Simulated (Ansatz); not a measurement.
Ansatz (a first-principles code) input:

Ansatz 0.2 input:
```yaml
crystal:
  lattice:
    - [-2.7119828714, 2.7119828714, 5.354914965]
    - [2.7119828714, -2.7119828714, 5.354914965]
    - [2.7119828714, 2.7119828714, -5.354914965]
  atoms:
    - { symbol: Zn, position: [0.75, 0.25, 0.5] }
    - { symbol: Zn, position: [0.0, 0.0, 0.0] }
    - { symbol: Ge, position: [0.25, 0.75, 0.5] }
    - { symbol: Ge, position: [0.5, 0.5, 0.0] }
    - { symbol: P, position: [0.1266641177, 0.125, 0.5016641177] }
    - { symbol: P, position: [0.6233358823, 0.625, 0.4983358823] }
    - { symbol: P, position: [0.375, 0.8733358823, 0.9983358823] }
    - { symbol: P, position: [0.875, 0.3766641177, 0.0016641177] }
kpoints:
  mp_grid: { grid: [7, 7, 7] }
basis: { xc_grid: 2, fft_grid_basis: typed }
hamiltonian:
  xc: pbesol
  pseudopotentials: { kind: paw }
scf:
  occupations: { method: fixed }
checkpoint: { read: static.run }
output: { write_density: true, elf: true, volumetric_format: npy }
```

Output (shortened):

```
Pseudopotential: Zn, paw, valence charge 12
Pseudopotential: Ge, paw, valence charge 14
Pseudopotential: P, paw, valence charge 5
Functional definition: PBEsol
Crystal: 8 atoms, lattice volume = 157.538 Å³
Basis set: ecut = 420 eV, 3033 PW (Γ), exchange–correlation on 90×90×90 points (8 copies of the dense FFT grid, shifted against one another)
Bands: 44, of which v1, the nominal top of the filled ones, is band 36 counted from 1 (35 counted from 0)
Symmetry: 8 space group operations
Space group: I-42d (ITA 122), of the structure as read, at distance tolerance 5.4e-5 Å
k-points: 40 of 343 (time reversal used)
Stability of the state it starts from, as read at its close in the unpolarized treatment …
iter 1 solved again at ethr=1.83e-7 eV; its pass at ethr=3.10e-3 eV (dr2=1.32e-4 eV) is discarded
SCF iter   1: F=—  HF=-18030.662929 eV  |F-HF|=—  |Δ(HF+E_count)|=         —  Δρ=6.27e-7  dr2=4.65e-10  ethr=1.83e-7  ⟨swp⟩=4.8  Hψ=12151  notcnv=0  defer=239
preconditioner: auto → Resta (q_TF=auto, 2.395 Å⁻¹)
SCF iter   2: F=—  HF=-18030.662974 eV  |F-HF|=—  |Δ(HF+E_count)|=   4.51e-5  Δρ=3.31e-7  dr2=1.14e-10  ethr=1.00e-12  ⟨swp⟩=14.4  Hψ=9658  notcnv=0
SCF iter   3: F=-18030.662974 eV  HF=-18030.662974 eV  |F-HF|=3.27e-11  |Δ(HF+E_count)|=  5.82e-11  Δρ=1.82e-7  dr2=4.89e-11  ethr=1.00e-12  ⟨swp⟩=1.0  Hψ=3566  notcnv=0
SCF 1 converged in 3 iterations: F = -18030.662974 eV  dr2 = 4.89e-11
SCF converged after 3 iterations
Free energy (F): -18030.662974 eV
Harris-Foulkes:  -18030.662974 eV  (|F-HF|=3.27e-11)
Internal energy: -18030.662974 eV  (E = F + TS)
E sigma→0 (E₀):  -18030.662974 eV
Fermi energy:    7.472172 eV
--- Per-component energies (eV) ---
  E_band       = -274.915533
  E_kinetic    = 766.909943
  E_local      = -9224.584999  (includes V_loc(G=0)·N_el)
  E_nonlocal   = 2202.006709
  E_hartree    = 3950.213563
  E_xc         = -667.270233
  E_vxc        = -479.796459  (∫ρ·V_xc dr)
  E_paw        = -9751.096854  (= ΣΔE_a)
  E_vpaw       = -1439.877529  (= ΣTr[D̂ρ^β])
  E_aug_tail   = -0.000100  (compensation charges beyond the density's cutoff)
  E_ewald      = -5310.455970
  E_core_change = 3.614967  (= ΣΔE_core)
  E_smearing   =  0.000000  (= −TS)
  E_closure    = 0.000000  (closes the sum)
  Σ components = -18030.662974   (vs F -18030.662974, Δ=0.00e0)
  [band-id]    e_kinetic+e_local+e_nonlocal+2·e_hartree+e_vxc+e_vpaw+e_augmentation_tail = -274.915310   (vs E_band -274.915533, Δ=2.23e-4)
--- Band table (eV; the first three rows and the last of 40) ---
  k-point 0: bands = ["-17.3974", "-17.3959", "-17.3959", "-17.3912", "-17.3851", "-17.3851", "-17.3649", "-17.3614", "-17.3591", "-17.3558", "-5.8631", "-2.7817", "-2.7731", "-2.7731", "-1.9168", "0.3244", "0.4201", "0.4566", "0.4566", "0.5098", "0.6120", …
  k-point 1: bands = ["-17.3975", "-17.3958", "-17.3952", "-17.3912", "-17.3856", "-17.3856", "-17.3646", "-17.3614", "-17.3589", "-17.3559", "-5.7205", "-3.1591", "-2.9479", "-2.7874", "-1.5694", "0.1359", "0.4230", "0.4547", "0.5298", "0.5642", "0.5701", …
  k-point 2: bands = ["-17.3973", "-17.3958", "-17.3936", "-17.3912", "-17.3869", "-17.3869", "-17.3638", "-17.3617", "-17.3584", "-17.3563", "-5.3222", "-3.7266", "-3.2469", "-2.8926", "-1.0454", "-0.0469", "0.4324", "0.4495", "0.5387", "0.5436", "0.5717", …
  k-point 39: bands = ["-17.3979", "-17.3975", "-17.3942", "-17.3941", "-17.3838", "-17.3832", "-17.3642", "-17.3640", "-17.3565", "-17.3564", "-4.8641", "-4.8226", "-3.0354", "-2.8085", "-0.4526", "-0.3423", "0.4483", "0.4653", "0.4967", "0.5170", "0.6029", …
```

Cost: very roughly 18 core-seconds on shared cores.

The PBEsol relaxation kept the symmetry of its start. Scalar-relativistic: spin–orbit coupling is off unless named, which matters more the heavier the elements.

Potentials: the later of the program's two PAW sets.

Ansatz is a plane-wave DFT program.
